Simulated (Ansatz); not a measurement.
NiSi (MnP type, space group Pnma)

```xyz
8
Lattice="5.1189 0.0000 0.0000 0.0000 3.3423 0.0000 0.0000 0.0000 5.5634" Properties=species:S:1:pos:R:3 pbc="T T T"
Ni     2.5987     0.8356     3.8317
Ni     0.0393     0.8356     4.5134
Ni     2.5202     2.5067     1.7317
Ni     5.0796     2.5067     1.0500
Si     3.4748     0.8356     0.4641
Si     0.9154     0.8356     2.3176
Si     1.6441     2.5067     5.0993
Si     4.2035     2.5067     3.2458
```

The volume is varied about the relaxed value V₀ at fixed cell shape. The atoms relax within the cell's symmetry.

These are r2SCAN (plane waves to 500 eV, PAW, scalar-relativistic; Ansatz, a first-principles code) values and carry that method's errors. k mesh 9×14×9 (Γ-centred), Fermi-Dirac smearing 0.05 eV. Energies are smeared free energies. Stress and pressure are positive under compression. With the shape held, the modulus is that of even scaling; a crystal free to change shape is softer. NiSi is run without spin polarisation. NiSi was relaxed with its symmetry unable to fall. ΔE is measured from the relaxed starting cell. The last digit holds for this mesh only.

```json
[
 {"V (Å³/atom)": "9.994", "ΔE (meV/atom)": "239.6"},
 {"V (Å³/atom)": "10.312", "ΔE (meV/atom)": "157.1"},
 {"V (Å³/atom)": "10.629", "ΔE (meV/atom)": "95.0"},
 {"V (Å³/atom)": "10.946", "ΔE (meV/atom)": "50.6"},
 {"V (Å³/atom)": "11.263", "ΔE (meV/atom)": "21.3"},
 {"V (Å³/atom)": "11.581", "ΔE (meV/atom)": "5.1"},
 {"V (Å³/atom)": "11.898", "ΔE (meV/atom)": "0.0"},
 {"V (Å³/atom)": "12.215", "ΔE (meV/atom)": "4.6"},
 {"V (Å³/atom)": "12.532", "ΔE (meV/atom)": "17.4"},
 {"V (Å³/atom)": "12.850", "ΔE (meV/atom)": "37.3"},
 {"V (Å³/atom)": "13.167", "ΔE (meV/atom)": "63.2"},
 {"V (Å³/atom)": "13.484", "ΔE (meV/atom)": "withheld"},
 {"V (Å³/atom)": "13.802", "ΔE (meV/atom)": "129.8"}
]
```

Question: Fit a third-order Birch-Murnaghan form (E₀, V₀, B₀, B₀′ free) to the given rows and predict ΔE at V = 13.484.

Answer: Least squares on the 12 given rows: ΔE = E₀ + (9V₀B₀/16)·y²·[2 + (B₀′ − 4)y], y = (V₀/V)^(2/3) − 1, with V₀ = 11.899 Å³/atom, B₀ = 181.0 GPa (160.2 GPa = 1 eV/Å³; the term in eV is multiplied by 1000), B₀′ = 4.68, E₀ = 0.11 meV/atom; root-mean-square residual 0.12 meV/atom. At 13.484 the fit gives 94.2 meV/atom; the calculation gives 94.3 meV/atom, so the interpolation is off by -0.1 (-0.1 %). For the pressure the fit gives -16.9 GPa against the computed -16.9 GPa.

(Under strain, the slope of the energy per volume gives the stress and its curvature an elastic modulus.)
